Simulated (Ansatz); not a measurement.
CdSe (zinc blende): values from a third-order Birch-Murnaghan fit to a volume scan beside measured ones. Computed values: r2SCAN (plane waves to 500 eV, PAW, scalar-relativistic; Ansatz, a quantum-chemistry and plane-wave program). CdSe was relaxed with its symmetry unable to fall.

```csv
quantity,reference,kind
Lattice constant a (Å),6.077,"measured, room temperature or unstated"
```

References as given in: arXiv:1206.3780. Values not taken to low temperature hold thermal and zero-point shifts that a static calculation lacks, so small differences there are no errors of the method.

Task: What does r2SCAN give, and how far is that from the reference?

Result: 
```csv
quantity,r2SCAN,difference
Lattice constant a (Å),6.134,+0.9 %
```



(A scan under strain: stresses follow from slopes of the energy per volume, elastic moduli from its curvatures.)
